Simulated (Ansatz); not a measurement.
CdSiN₂: computed property card

CdSiN2:
```xyz
4
Lattice="1.4489 0.8365 5.4764 -1.4489 0.8365 5.4764 0.0000 -1.6730 5.4764" Properties=species:S:1:pos:R:3 pbc="T T T"
Cd     0.0000     0.0000     0.0000
Si     0.0000     0.0000     8.2146
N      0.0000     0.0000    12.7139
N      0.0000     0.0000     3.7153
```

Space group R-3m (No. 166); conventional cell a = b = 2.8978 Å, c = 16.4292 Å, α = β = 90.00°, γ = 120.00°.

Method: the program Ansatz at the r²SCAN level (PAW). The cell and atoms are relaxed at this level. Other levels are named where they apply.

### Cell and energy

* **Volume per atom**: 9.96 Å³
* **Density**: 7.03 g/cm³
* **Formation energy from the elements (no fitted shifts)**: -0.23 eV/atom

### Electronic structure

Band gap: 1.56 eV (indirect)
Valence-band maximum: on the Γ–S0 line, 58 % of the way from Γ (k = 0.000, 0.198, -0.198 in fractions of the reciprocal vectors)
Conduction-band minimum: at Γ
Smallest direct gap on the standard path: 2.33 eV
Electron effective mass: 0.14, 0.33, 0.33 mₑ (principal values)
Electron effective mass with spin–orbit coupling: 0.14, 0.33, 0.33 mₑ (principal values)
Hole effective mass: 0.32, 0.98, 1.5 mₑ (principal values)
Hole effective mass with spin–orbit coupling: 0.32, 0.98, 1.5 mₑ (principal values)
HSE06 gap on the r²SCAN cell: 2.27 eV
Gap with spin–orbit coupling: 1.56 eV

### Mechanics

- Bulk modulus (Birch–Murnaghan fit) = 2230 kbar
- Pressure derivative B′ = 4.7
- Elastic constants (relaxed ions, GPa) = C11 = 455, C12 = 135, C13 = 99.4, C14 = -13.3, C33 = 443, C44 = 46.6
- Mechanical stability = stable (all eigenvalues of C positive)
- Hill bulk and shear moduli = 224 and 99.4 GPa
- Young's modulus = 260 GPa
- Poisson's ratio = 0.31
- Debye temperature from the elastic constants = 582 K

### Charges

- Bader charges = Cd +1.03, Si +3.10, N -2.06 e

The start of the workflow was typed in or built on a structure type; neither database checked (COD, Materials Project) lists it. Its standing as an ambient phase is unchecked. The cell was relaxed with r²SCAN under the symmetry of its start; whether a distortion lowers the energy is not shown. The references are the lowest solids computed at this level, not always the standard phases (solids in place of the gases). Spin–orbit coupling is left out wherever it is not named.

Potentials: the earlier of the program's two PAW sets.
